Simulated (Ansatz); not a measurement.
Computed properties of SiSnO3

SiSnO$_{3}$:
```
CELL_PARAMETERS angstrom
      3.46524     0.00000     0.00000
      0.00000     3.46524     0.00000
      0.00000     0.00000     4.73609
ATOMIC_POSITIONS crystal
  Si 0.50000 0.50000 0.49121
  Sn 0.00000 0.00000 0.02104
  O  0.50000 0.50000 0.83222
  O  0.50000 0.00000 0.38077
  O  0.00000 0.50000 0.38077
```

Space group P4mm (No. 99); conventional cell a = b = 3.465 Å, c = 4.736 Å, α = β = γ = 90.00°.

Method: r²SCAN (plane waves, PAW; program Ansatz). The cell and atoms are relaxed at this level. Other levels are named where they apply.

### Cell and energy

- Volume per atom: 11.37 Å³
- Density: 5.69 g/cm³
- Formation energy from the elements (no fitted shifts): -1.93 eV/atom

### Electronic structure

Band gap: 1.32 eV (indirect)
Valence-band maximum: at X
Conduction-band minimum: at Γ
Smallest direct gap on the standard path: 1.92 eV
Electron effective mass: 0.39, 0.39, 0.87 mₑ (principal values)
Electron effective mass with spin–orbit coupling: 0.39, 0.39, 0.87 mₑ (principal values)
Hole effective mass: 0.20, 0.67, 1.5 mₑ (principal values)
HSE06 gap on the r²SCAN cell: 1.89 eV
Gap with spin–orbit coupling: 1.32 eV

### Mechanics

Bulk modulus (Birch–Murnaghan fit): 101 GPa
Pressure derivative B′: 4.1

### Charges

Bader charges: Si +3.30, Sn +1.49, O -1.60 to -1.58 e

A made-up cell: these elements were put on the sites of a structure type; neither database checked (COD, Materials Project) lists it. Its standing as an ambient phase is unchecked. The cell was relaxed with r²SCAN under the symmetry of its start; whether a distortion lowers the energy is not shown. The references are the lowest solids computed at this level, not always the standard phases (solids in place of the gases). Scalar-relativistic: spin–orbit coupling is off unless named, which matters more the heavier the elements.

Potentials: the earlier of the program's two PAW sets. The files were generated under PBE; for other functionals the program regenerates the frozen cores, and for LDA and PBEsol the local potential too.
